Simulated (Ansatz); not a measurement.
## Two Ansatz runs on Hf

Structure from Materials Project entry mp-103 (possibly hypothetical), not relaxed further.

First run: DFT, r2SCAN, PAW with Ansatz's default frozen-core files, scalar-relativistic (Ansatz 0.2.0).

Command: `ansatz run input.yaml --threads 1 --pin off --max-ram 2048MiB --backend cpu --events-out ev --progress --plain --runs-dir out` The run took 43 s on 1 thread of Arm Neoverse V1, on a shared host, peak memory 0.49 GiB.

```yaml
crystal:
  lattice:
    - [3.1923846315, 0.0, 0.0]
    - [-1.5961923157, 2.7646861895, 0.0]
    - [0.0, 0.0, 5.04504164]
  atoms:
    - { symbol: Hf, position: [0.3333333333, 0.6666666667, 0.25] }
    - { symbol: Hf, position: [0.6666666667, 0.3333333333, 0.75] }
kpoints:
  mp_grid: { grid: [12, 12, 7] }
  band_path:
    path:
      - [0.0, 0.0, 0.0]
      - [0.5, 0.0, 0.0]
      - [0.3333333333, 0.3333333333, 0.0]
      - [0.0, 0.0, 0.0]
      - [0.0, 0.0, 0.5]
      - [0.5, 0.0, 0.5]
      - [0.3333333333, 0.3333333333, 0.5]
      - [0.0, 0.0, 0.5]
      - [0.5, 0.0, 0.5]
    npoints: 14
scf:
  occupations: { method: fermi_dirac, width: 0.05 }
hamiltonian:
  xc: r2scan
  pseudopotentials: { kind: paw }
output:
  forces: true
  stress: true
  eigenvalues: true
  efg: { contact_densities: true }
  populations: true
  bader: true
  dos: { projected: true, de: 0.2, e_range: [-14, 8] }
  write_density: true
  write_potential: true
  elf: true
  volumetric_format: npy
```

Result: converged; pressure 0.48 GPa; no gap on the k mesh; 7 SCF iterations.

No spin–orbit coupling, which matters for the heavy atoms here.

The input is then changed:

```diff
@@ -8,5 +8,5 @@
     - { symbol: Hf, position: [0.6666666667, 0.3333333333, 0.75] }
 kpoints:
-  mp_grid: { grid: [12, 12, 7] }
+  mp_grid: { grid: [12, 12, 7], shift: [0.5, 0.5, 0.5] }
   band_path:
     path:
@@ -23,4 +23,5 @@
 scf:
   occupations: { method: fermi_dirac, width: 0.05 }
+  algorithm: density_mixing
 hamiltonian:
   xc: r2scan
@@ -32,9 +33,3 @@
   efg: { contact_densities: true }
   populations: true
-  bader: true
-  dos: { projected: true, de: 0.2, e_range: [-14, 8] }
-  write_density: true
-  write_potential: true
-  elf: true
-  volumetric_format: npy
```

Q: What does the second run give?

A: It converged; energy at zero smearing -0.4 meV/atom from the first run; pressure 0.43 GPa; no gap on the k mesh; 7 SCF iterations.
